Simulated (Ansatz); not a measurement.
Al:
```
CELL_PARAMETERS angstrom
      2.82893     0.00000     0.00000
     -1.41446     2.44992     0.00000
      0.00000     0.00000     9.21446
ATOMIC_POSITIONS crystal
  Al 0.00000 0.00000 0.00000
  Al 0.00000 0.00000 0.50000
  Al 0.33333 0.66667 0.25000
  Al 0.66667 0.33333 0.75000
```

Relaxed with r²SCAN.

Problem. Map the valence electron density (e/Å³), cut off at 0.2 on the plane through (0.000, 0.000, 0.000) spanned by u = [1, 1, 0] and v = [1, -1, 0] in lattice vectors, from plane-wave PAW r²SCAN (Ansatz code).

Solution. x is the fraction of u, y of v (the angle between them is 90°; rows are the nearest grid lines); atoms in the plane: Al at (0.00, 0.00), Al at (0.50, 0.50).
```
|  .-#@@@@@@@#-.  |
|  .=%@@@@@@@%=.  |
|.:=*@@@@@@@@@*=:.|
|+*#@@@@@@@@@@@#*+|
|@@@@@@@@@@@@@@@@@|
|@@@@@@@@@@@@@@@@@|
|@@@@@@@@@@@@@@@@@|
|@@@@@@@@@@@@@@@@@|
|@@@@@@@@@@@@@@@@@|
|@@@@@@#*+*#@@@@@@|
|@@@@@*=:.:=*@@@@@|
|@@@@%=.   .=%@@@@|
|@@@@%=.   .=%@@@@|
|@@@@@*=:.:=*@@@@@|
|@@@@@@#*+*#@@@@@@|
|@@@@@@@@@@@@@@@@@|
|@@@@@@@@@@@@@@@@@|
|@@@@@@@@@@@@@@@@@|
|@@@@@@@@@@@@@@@@@|
|@@@@@@@@@@@@@@@@@|
|+*#@@@@@@@@@@@#*+|
|.:=*@@@@@@@@@*=:.|
|  .=%@@@@@@@%=.  |
|  .-#@@@@@@@#-.  |
```
Scale: ten equal steps from 0.049 (start of ' ') to 0.200 (end of '@'), in the order ' .:-=+*#%@'; x runs from 0.000 to 1.00, y from 0.000 (bottom) to 1.00 (top).

The density is the valence pseudo-density with augmentation charge, so density and ELF within about 1 Å of a nucleus are not all-electron values.

Space group P6_3/mmc (dhcp (α-La type)). The workflow started from a Materials Project entry (that database holds measured and hypothetical structures alike); the Crystallography Open Database copy checked does not list it. It is not the phase usual at ambient conditions (space group No. 225). The cell was relaxed with r²SCAN under the symmetry of its start; of distortions, only those at the zone centre were tested.

Potentials: the earlier of the program's two PAW sets.
